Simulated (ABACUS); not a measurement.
A self-consistent single point of Bi2Te3 (R-3m, 5 atoms in the cell; from Materials Project mp-34202, changed as shown).

```
CELL_PARAMETERS angstrom
      2.16488     1.24990    10.53738
     -2.16488     1.24990    10.53738
      0.00000    -2.49979    10.53738
ATOMIC_POSITIONS crystal
  Bi 0.60317 0.60317 0.60317
  Bi 0.39683 0.39683 0.39683
  Te 0.78319 0.78319 0.78319
  Te 0.21681 0.21681 0.21681
  Te 0.00000 0.00000 0.00000
```

Computed with LDA (PW92), numerical atomic orbitals DZP (confined pseudo-atomic orbitals with Gaussian additions; energy shift 0.01 Ry), PseudoDojo 0.4 standard norm-conserving LDA (tails mended) pseudopotentials run with ABACUS.

ABACUS settings:

* **basis**: DZP numerical atomic orbitals, energy shift 0.01 Ry
* **KPT**: Gamma 6 6 6 0 0 0
* **basis_type**: lcao
* **dft_functional**: PWLDA
* **ecutwfc**: 100 Ry
* **smearing_method**: fd
* **smearing_sigma**: 0.00146997 Ry
* **potentials**: PseudoDojo 0.4 standard norm-conserving LDA (tails mended)
* **symmetry**: 1
* **symmetry_prec**: 1e-05
* **ks_solver**: scalapack_gvx
* **scf_nmax**: 100
* **scf_thr**: 1.0e-07
* **mixing_type**: broyden
* **mixing_beta**: 0.4

Question: Estimate, at this level of theory: gap on the k-point mesh, pressure and largest force (vector length).

Answer: The run gave:

- Gap on the k-point mesh: 0.53 eV
- Pressure: -0.93 GPa
- Largest force (vector length): 0.495 eV/Å

The gap is read on the k-point mesh of the run and can differ from the gap over the whole zone at this level.

For comparison: a first run was changed to give this one (lattice scaled by 0.98), and from it to this one the free energy falls by 34.3 meV/atom, the pressure goes from -4.04 to -0.93 GPa, the largest force goes from 0.103 to 0.495 eV/Å and the gap on the mesh goes from 0.516 to 0.533 eV.

Spin-orbit coupling is left out, which matters for bands and gaps with elements this heavy. The atom-centred basis is finite, which shifts total energies, pressures, gaps and forces against plane waves. The structure comes from a collection of computed structures, made at another level of theory; the collection holds predicted forms beside known ones.

Cost on one core: around 2.8 core-minutes (rough).

The atomic orbitals were generated for these runs; they are not ABACUS's published sets and were checked against plane waves on a few crystals only.

“Tails mended”: in these copies of the files the far tail of each local potential was reset to the Coulomb form.
